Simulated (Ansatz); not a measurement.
GaP:
```cif
data_GaP
_chemical_formula_sum 'P1 Ga1'
_space_group_name_H-M_alt 'P 1'
_space_group_IT_number 1
_cell_length_a 3.84558
_cell_length_b 3.84558
_cell_length_c 3.84558
_cell_angle_alpha 60.000
_cell_angle_beta 60.000
_cell_angle_gamma 60.000
loop_
_space_group_symop_operation_xyz
  'x, y, z'
loop_
_atom_site_label
_atom_site_type_symbol
_atom_site_fract_x
_atom_site_fract_y
_atom_site_fract_z
_atom_site_occupancy
P1 P 0.75000 0.75000 0.75000 1
Ga1 Ga 0.00000 0.00000 0.00000 1
```

Relaxed with PBEsol.

**Question.** Which orbitals make up the states near the band edges in DFT-PBEsol in the program Ansatz with PAW potentials?

**Answer.** Top 1 eV of the valence band: P 3p 77 %, Ga 4p 19 %. Bottom 1 eV of the conduction band: Ga 4p 32 %, Ga 4s 21 %, P 3p 20 %, P 3s 16 %, outside the projected shells 12 %. Projections are on Löwdin-orthogonalised atomic valence shells; empty p or d shells of many metals are not among them.

**Question.** Tabulate the density of states.

**Answer.** States/eV per cell of 2 atoms, in 0.25 eV bins, energy from the valence-band maximum.

```csv
E (eV),total,P 3p,Ga 4p,Ga 4s
-7.85,0.00,0.00,0.00,0.00
-7.60,0.00,0.00,0.00,0.00
-7.35,0.00,0.00,0.00,0.00
-7.10,0.00,0.00,0.00,0.00
-6.85,0.05,0.02,0.00,0.03
-6.60,1.44,0.64,0.11,0.64
-6.35,1.83,0.80,0.20,0.72
-6.10,0.89,0.39,0.10,0.31
-5.85,0.63,0.28,0.08,0.21
-5.60,0.50,0.22,0.06,0.15
-5.35,0.41,0.18,0.05,0.12
-5.10,0.34,0.15,0.04,0.09
-4.85,0.30,0.13,0.04,0.08
-4.60,0.25,0.12,0.03,0.06
-4.35,0.21,0.10,0.02,0.05
-4.10,0.33,0.17,0.08,0.04
-3.85,1.19,0.68,0.40,0.06
-3.60,1.08,0.62,0.35,0.06
-3.35,1.03,0.60,0.32,0.06
-3.10,1.11,0.66,0.35,0.06
-2.85,1.33,0.81,0.42,0.05
-2.60,1.57,0.99,0.48,0.05
-2.35,1.49,0.96,0.44,0.04
-2.10,1.44,0.94,0.42,0.04
-1.85,1.38,0.93,0.38,0.03
-1.60,1.35,0.93,0.36,0.02
-1.35,1.32,0.94,0.33,0.02
-1.10,1.03,0.75,0.24,0.01
-0.85,0.65,0.49,0.14,0.01
-0.60,0.45,0.35,0.08,0.00
-0.35,0.28,0.23,0.04,0.00
-0.10,0.08,0.07,0.01,0.00
0.15,0.00,0.00,0.00,0.00
0.40,0.00,0.00,0.00,0.00
0.65,0.00,0.00,0.00,0.00
0.90,0.00,0.00,0.00,0.00
1.15,0.00,0.00,0.00,0.00
1.40,0.01,0.00,0.00,0.00
1.65,0.17,0.02,0.07,0.02
1.90,0.45,0.08,0.16,0.09
2.15,0.78,0.16,0.24,0.17
2.40,1.13,0.24,0.33,0.25
2.65,1.73,0.41,0.48,0.39
2.90,1.87,0.49,0.51,0.43
3.15,1.29,0.37,0.34,0.27
3.40,0.93,0.29,0.23,0.18
3.65,0.89,0.23,0.28,0.12
3.90,0.89,0.19,0.35,0.10
4.15,0.95,0.19,0.44,0.09
4.40,2.26,0.47,1.12,0.12
4.65,1.68,0.39,0.77,0.12
4.90,1.29,0.32,0.59,0.09
5.15,1.11,0.27,0.53,0.06
5.40,1.57,0.38,0.68,0.08
5.65,1.37,0.31,0.58,0.06
5.90,1.25,0.27,0.52,0.05
6.15,1.40,0.31,0.57,0.07
```

Space group F-43m (zinc blende). The cell was relaxed with PBEsol under the symmetry of its start. Spin–orbit coupling is left out wherever it is not named.

Potentials: the later of the program's two PAW sets.
